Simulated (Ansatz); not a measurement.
All numbers below come from DFT PBE, scalar-relativistic, plane waves, PAW (Ansatz). All cells share a 420 eV cutoff and Γ-centred k meshes spaced at most about 0.3 Å⁻¹ (about 0.25 or finer for metals, 2π included). No spin polarisation in the final relaxations.

Temperature and zero-point effects are left out.

Two relaxed structures of AlGa₂:

A. Space group P-3m1 (No. 164), trigonal, a = 4.754 Å, c = 2.808 Å. Al is surrounded by 2 Al at 2.81 Å, 6 Ga at 2.95 Å and 6 Ga at 3.24 Å; Ga is surrounded by 5 Ga at 2.81–2.82 Å, 3 Al at 2.95 Å, 3 Al at 3.24 Å and 3 Ga at 3.50 Å.

B. Space group P6/mmm (No. 191), hexagonal, a = 2.842 Å, c = 8.171 Å. Around Al lie 2 Ga at 2.73 Å and 6 Al at 2.84 Å; Ga is surrounded by 7 Ga at 2.71–2.84 Å and 1 Al at 2.73 Å.

Question: Which would you expect to be lower, and how large is the difference?

Answer: A is lower, by 19 meV/atom. A has Al and Ga ordered on bcc sites, space group P-3m1 (No. 164), 18.3 Å³/atom and no gap on its mesh; B has space group P6/mmm (No. 191), 19.1 Å³/atom and no gap. Counting all near atoms (those within 1.25 times the shortest distance at each site), A has Al 14, Ga 14 and B has Al 8, Ga 8. The denser one is the lower, and pressure would at first widen the difference. Even the lower one lies +0.08 eV/atom against the reference forms of the elements (uncorrected), so neither is stable at this level. Both come from invented guesses. A third cell relaxed alike, in P6_3/mmc, lies 74 meV/atom below the lower of the two.

Cells relaxed within their symmetry can be saddle points.
